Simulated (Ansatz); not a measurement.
Molecular dynamics on a 1×1×1 supercell (4 atoms) of KLuS2 (R-3m), relaxed with r2SCAN. Forces come from r2SCAN in Ansatz: a Langevin thermostat at fixed volume, 100 K, steps of 2 fs. Computed, non-magnetic; the trajectory is short and the cell small, so nothing here is a converged average.

```yaml
crystal:
  lattice:
    - [1.9757148944, 1.1406795261, 7.2995236262]
    - [-1.9757148944, 1.1406795261, 7.2995236262]
    - [0.0, -2.2813590523, 7.2995236262]
  atoms:
    - { symbol: K, position: [0.0, 0.0, 0.0] }
    - { symbol: Lu, position: [0.5, 0.5, 0.5] }
    - { symbol: S, position: [0.2330958878, 0.2330958878, 0.2330958878] }
    - { symbol: S, position: [0.7669041122, 0.7669041122, 0.7669041122] }
kpoints:
  mp_grid: { grid: [4, 4, 4] }
hamiltonian:
  xc: r2scan
scf:
  occupations: { method: fermi_dirac, width: 0.02 }
md:
  ensemble: nvt_langevin
  temperature: 100
  timestep: 2.0
  n_steps: 20
  initial_velocities: maxwell_boltzmann
  seed: 1188
```

Command: `ansatz run input.yaml --threads 4 --pin off --max-ram 3686MiB --backend cpu --events-out ev --progress --plain --runs-dir out`. It took 110 s on 4 threads of Arm Neoverse V1, with other jobs on the host; peak host memory 0.68 GiB.

**Question.** How do temperature and energy develop?

**Answer.** The temperature starts at 75 K, is lowest at step 19 (39 K, 38 fs) and ends at 48 K. The thermostat hasn't had time to restore it. The atoms start on their lattice sites with kinetic energy alone, so much of it first passes into potential energy. The first value is 3/4 of the setting, since velocities are drawn without the motion of the centre of mass and T is counted over all atoms. By the last step the atoms have moved 0.06 Å in the root mean square, the drift of the whole cell taken out, 0.09 Å at most.
```
step  t (fs)  T (K)  free energy F from step 0 (meV/atom)  kinetic energy (meV/atom)  largest force (eV/Å)
   0       0     75                                   0.0                        9.7                  0.00
   1       2     79                                   0.1                       10.2                  0.03
   2       4     76                                   0.2                        9.8                  0.06
   3       6     77                                   0.4                        9.9                  0.09
   4       8     58                                   0.8                        7.5                  0.12
   5      10     59                                   1.1                        7.6                  0.15
   6      12     52                                   1.5                        6.7                  0.17
   7      14     55                                   2.0                        7.1                  0.20
   8      16     62                                   2.5                        8.1                  0.23
   9      18     59                                   3.1                        7.7                  0.26
  10      20     68                                   3.6                        8.8                  0.29
  11      22     44                                   4.2                        5.7                  0.31
  12      24     40                                   4.5                        5.2                  0.32
  13      26     41                                   4.6                        5.3                  0.32
  14      28     51                                   4.8                        6.6                  0.31
  15      30     64                                   5.0                        8.2                  0.31
  16      32     56                                   5.2                        7.2                  0.31
  17      34     49                                   5.4                        6.4                  0.30
  18      36     42                                   5.7                        5.5                  0.30
  19      38     39                                   6.0                        5.0                  0.31
  20      40     48                                   6.2                        6.2                  0.31
```

Positions (Å) and forces (eV/Å) at step 20:
```
K   -0.048   0.003   0.083     0.118  -0.039  -0.280
Lu   0.016   0.005  10.949     0.092  -0.154   0.155
S    0.046  -0.035   5.082    -0.161   0.138   0.225
S    0.023  -0.018  16.807    -0.049   0.055  -0.100
```
